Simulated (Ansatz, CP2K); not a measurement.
Given: the input of a run of Ansatz 0.2.0 on AgRh. The cell comes from a database or a generator and needn't be the stable form of this composition.

File input.yaml:

```yaml
crystal:
  lattice:
    - [2.7775881998, 0.0, 0.0]
    - [-1.3887940999, 2.4054619423, 0.0]
    - [0.0, 0.0, 4.808602]
  atoms:
    - { symbol: Ag, position: [0.0, 0.0, 0.5] }
    - { symbol: Rh, position: [0.6666666667, 0.3333333333, 0.0] }
kpoints:
  mp_grid: { grid: [11, 11, 6] }
scf:
  occupations: { method: fermi_dirac, width: 0.05 }
hamiltonian:
  xc: pbe
  pseudopotentials: { kind: all_electron, lapw: { basis_error: 0.001 } }
output:
  forces: true
  stress: true
  eigenvalues: true
  populations: true
```

Potentials or basis: all-electron LAPW, scalar-relativistic.

Command:

```console
$ ansatz run input.yaml --threads 1 --pin off --max-ram 3072MiB --backend cpu --events-out ev --progress --plain --runs-dir out
```

Q: Translate it to CP2K 2026.2. Potentials or basis there: POTENTIAL_UZH Ag GTH-PBE-q11, Rh GTH-PBE-q17; TZVP-MOLOPT-PBE-GTH basis.

A: As run (cutoffs and basis follow the program's own potentials, and thresholds, step limits or extra output files can differ):

agrh_scf.inp

```
&GLOBAL
  PROJECT agrh_scf
  RUN_TYPE ENERGY_FORCE
  PRINT_LEVEL LOW
&END GLOBAL
&FORCE_EVAL
  METHOD QS
  STRESS_TENSOR ANALYTICAL
  &DFT
    BASIS_SET_FILE_NAME BASIS_MOLOPT_UZH
    POTENTIAL_FILE_NAME POTENTIAL_UZH
    &MGRID
      CUTOFF 450
      REL_CUTOFF 60
      NGRIDS 4
    &END MGRID
    &QS
      METHOD GPW
      EPS_DEFAULT 1.0E-10
    &END QS
    &KPOINTS
      SCHEME MONKHORST-PACK 11 11 6
      GAMMA_CENTERED T
      SYMMETRY T
      SYMMETRY_BACKEND SPGLIB
    &END KPOINTS
    &SCF
      SCF_GUESS ATOMIC
      EPS_SCF 1.0E-6
      MAX_SCF 100
      ADDED_MOS 16
      CHOLESKY OFF
      EPS_EIGVAL 1.0E-7
      &DIAGONALIZATION ON
        ALGORITHM STANDARD
      &END DIAGONALIZATION
      &MIXING ON
        METHOD BROYDEN_MIXING
        ALPHA 0.4
        BETA 1.5
        NBUFFER 8
      &END MIXING
      &SMEAR ON
        METHOD FERMI_DIRAC
        ELECTRONIC_TEMPERATURE 580.23
      &END SMEAR
    &END SCF
    &XC
      &XC_FUNCTIONAL
        &GGA_X_PBE
        &END GGA_X_PBE
        &GGA_C_PBE
        &END GGA_C_PBE
      &END XC_FUNCTIONAL
    &END XC
    &PRINT
      &KPOINTS ON
      &END KPOINTS
      &MULLIKEN ON
      &END MULLIKEN
      &MO ON
        ENERGIES T
        OCCUPATION_NUMBERS T
        &EACH
          QS_SCF 0
        &END EACH
        ADD_LAST NUMERIC
      &END MO
      &LOWDIN ON
      &END LOWDIN
      &HIRSHFELD ON
        SHAPE_FUNCTION DENSITY
      &END HIRSHFELD
      &E_DENSITY_CUBE ON
        STRIDE 1
      &END E_DENSITY_CUBE
      &V_HARTREE_CUBE ON
        STRIDE 1
      &END V_HARTREE_CUBE
      &ELF_CUBE ON
        STRIDE 1
      &END ELF_CUBE
    &END PRINT
  &END DFT
  &SUBSYS
    &CELL
      A 2.7775881998 0.0000000000 0.0000000000
      B -1.3887940999 2.4054619423 0.0000000000
      C 0.0000000000 0.0000000000 4.8086020000
      PERIODIC XYZ
    &END CELL
    &COORD
      Ag  0.0000000000 0.0000000000 2.4043010000
      Rh  1.3887941000 0.8018206474 0.0000000000
    &END COORD
    &KIND Ag
      BASIS_SET TZVP-MOLOPT-PBE-GTH-q11
      POTENTIAL GTH-PBE-q11
    &END KIND
    &KIND Rh
      BASIS_SET TZVP-MOLOPT-PBE-GTH-q17
      POTENTIAL GTH-PBE-q17
    &END KIND
    &PRINT
      &ATOMIC_COORDINATES ON
      &END ATOMIC_COORDINATES
      &CELL ON
      &END CELL
    &END PRINT
  &END SUBSYS
  &PRINT
    &FORCES ON
    &END FORCES
    &STRESS_TENSOR ON
    &END STRESS_TENSOR
  &END PRINT
&END FORCE_EVAL
```

Potentials or basis: POTENTIAL_UZH Ag GTH-PBE-q11, Rh GTH-PBE-q17; TZVP-MOLOPT-PBE-GTH basis.

The run is started by

```console
$ OMP_NUM_THREADS=1 cp2k.psmp -i agrh_scf.inp -o agrh_scf.out
```

Both were run:

|  | Ansatz | CP2K |
| --- | --- | --- |
| Pressure | -2.3 GPa | -1.8 GPa |

Where Ansatz's input types no cutoff or centring, it takes its own default and a Γ-centred mesh.

Pressure is positive in compression.
